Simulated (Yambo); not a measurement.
G0W0@PBEsol for LiBH$_{4}$ (space group P6_3mc, No. 186) in Yambo (3×3×2 mesh, 8 Ry block, plasmon pole, screening fixed), without a terminator:

```csv
bands N in G,gap Γ → K (eV),shift of the valence edge (eV)
59,9.158,-1.449
110,9.256,-1.693
179,9.310,-1.802
```

Task: Extrapolate both columns to infinite N with E(N) = E∞ + A/N, test the form, and compare with the terminator.

Result: From two points, E∞ = (N2 E2 − N1 E1)/(N2 − N1). The two largest N give 9.40 eV for the gap and -1.98 eV for the shift; the two smallest give 9.37 eV and -1.98 eV. For the gap the slopes A are -12 and -15 eV: the form isn't reached, and its limit is uncertain. For the shift the slopes A are 31 and 31 eV: the 1/N form holds. With the Bruneval-Gonze terminator and 179 bands the run gives 9.35 eV and -1.88 eV, 0.05 eV and 0.10 eV from the extrapolated values: the terminator too is an estimate of the remainder. Block, mesh and the bands in W are held fixed.

Geometry of the Materials Project entry, not relaxed at this level; primitive cell a = 4.1800 Å, b = 4.1800 Å, c = 6.7099 Å, α = 90.00°, β = 90.00°, γ = 120.00°.

The structure is a Materials Project entry; no match was found in the copy of COD used, and its stability was not checked.

A shift is the quasiparticle energy of the state minus its PBEsol energy.
